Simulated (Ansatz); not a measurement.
Ge (diamond)

```
CELL_PARAMETERS angstrom
      0.00000     2.88084     2.88084
      2.88084     0.00000     2.88084
      2.88084     2.88084     0.00000
ATOMIC_POSITIONS crystal
  Ge 0.50000 0.50000 0.50000
  Ge 0.75000 0.75000 0.75000
```

In each cell atom 2 (Ge, nearest neighbour Ge at 2.495 Å; its periodic images, 4.1 Å or more away, move with it) moves by s·(0.000, 0.000, 1.000) (along Cartesian z), the rest being held.

Method: PBE (plane waves to 420 eV, PAW, scalar-relativistic; Ansatz, a first-principles code). k mesh 11×11×11 (Γ-centred), Fermi-Dirac smearing 0.05 eV. E stands for the smeared free energy. With partly filled bands, energies and forces of such displacements shift with the k mesh and the smearing. Ge was relaxed with its symmetry unable to fall. The zero of ΔE is the undisplaced structure. The last digit holds for this mesh only.

| s (Å) | ΔE (meV/cell) |
|---|---|
| -0.750 | withheld |
| -0.600 | 1493.8 |
| -0.450 | 910.2 |
| -0.300 | 428.2 |
| -0.150 | 109.8 |
| 0.000 | 0.0 |
| 0.150 | 109.8 |
| 0.300 | 428.2 |
| 0.450 | 910.2 |
| 0.600 | 1493.8 |
| 0.750 | withheld |

**Question.** Fit an even polynomial form (powers 2, 4, 6) to the given rows and predict ΔE at s = -0.750.

**Answer.** Least squares on the 9 given rows: ΔE = (4967)·s² + (-2404)·s⁴ + (368.9)·s⁶, in meV/cell with s in Å; root-mean-square residual 0.40 meV/cell. At -0.750 the fit gives 2099.0 meV/cell; the calculation gives 2121.5 meV/cell, so the extrapolation is off by -22.5 (-1.1 %). The quadratic term alone would give 2793.9 meV/cell.

(A displaced cell: forces are minus the slopes of the energy, force constants its curvatures, and phonons follow from these.)
